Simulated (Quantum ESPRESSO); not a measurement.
# Kohn-Sham bands of SnO (Pmn2₁)

```xyz
4
Lattice="3.3550 0.0000 0.0000 0.0000 5.6741 0.0000 0.0000 0.0000 4.2220" Properties=species:S:1:pos:R:3 pbc="T T T"
Sn     0.0000     1.3159    -2.0555
Sn     1.6775    -1.3159     0.0555
O      0.0000    -0.6171    -1.1110
O      1.6775     0.6171     1.0000
```

Cell from Materials Project (mp-545552), symmetrised, no further relaxation. Not found in the COD (Crystallography Open Database) copy used, which has the formula in other groups; not checked further. Computed values, not measurements, from PBEsol: Quantum ESPRESSO (norm-conserving PseudoDojo potentials, cutoff 68 Ry, spinors with spin-orbit coupling) on a Γ-centred 6×4×6 mesh, then Wannier90. Density: 10×6×8 mesh, cold smearing 0.01 Ry. The cell is built of weakly bound layers, chains or molecules, whose nearest atoms lie 3.86 Å apart. Database cells relaxed without dispersion often hold them too far apart, which can enlarge gaps and weakens couplings between them; spacing and stacking were not compared with the measured crystal.

Question: List the Kohn-Sham levels between −8 and 4.2 eV relative to the valence-band maximum at the high-symmetry points, as a band run of pw.x on that density gives them (levels within 2 meV counted together).

Answer: 
| point | k (reciprocal lattice) | levels (eV) |
|---|---|---|
| Γ | 0.000 0.000 0.000 | -7.51 (×2), -5.78 (×2), -4.23 (×2), -3.81 (×2), -3.47 (×2), -2.63 (×2), -2.03 (×2), 0.00 (×2), 2.58 (×2), 3.14 (×2) |
| X | 0.500 0.000 0.000 | -7.12 (×2), -7.11 (×2), -4.51 (×2), -4.43 (×2), -2.57 (×2), -2.55 (×2), -1.25 (×2), -1.23 (×2), 2.50 (×2), 2.56 (×2) |
| S | 0.500 0.500 0.000 | -7.24 (×2), -7.23 (×2), -4.37 (×2), -4.27 (×2), -2.64 (×2), -2.63 (×2), -0.90 (×2), -0.90 (×2), 1.74 (×2), 1.92 (×2) |
| Y | 0.000 0.500 0.000 | -4.33 (×2), -4.07 (×2), -4.04 (×2), -3.78 (×2), -2.65 (×2), -1.58 (×2), -1.37 (×2), 3.25 (×2), 3.86 (×2) |
| Z | 0.000 0.000 0.500 | -6.87 (×4), -3.42 (×4), -3.18 (×4), -1.65 (×4), 2.62 (×4) |
| U | 0.500 0.000 0.500 | -7.29 (×2), -7.25 (×2), -4.09 (×2), -4.05 (×2), -3.14 (×2), -3.12 (×2), -1.08 (×2), -1.06 (×2), 1.96 (×2), 2.14 (×2) |
| R | 0.500 0.500 0.500 | -7.27 (×2), -7.23 (×2), -4.22 (×2), -4.19 (×2), -3.43 (×2), -3.39 (×2), -0.43 (×2), -0.41 (×2), 2.34 (×2), 2.40 (×2), 3.99 (×2) |
| T | 0.000 0.500 0.500 | -7.13 (×4), -3.18 (×4), -2.90 (×4), -1.50 (×4), 1.87 (×4) |
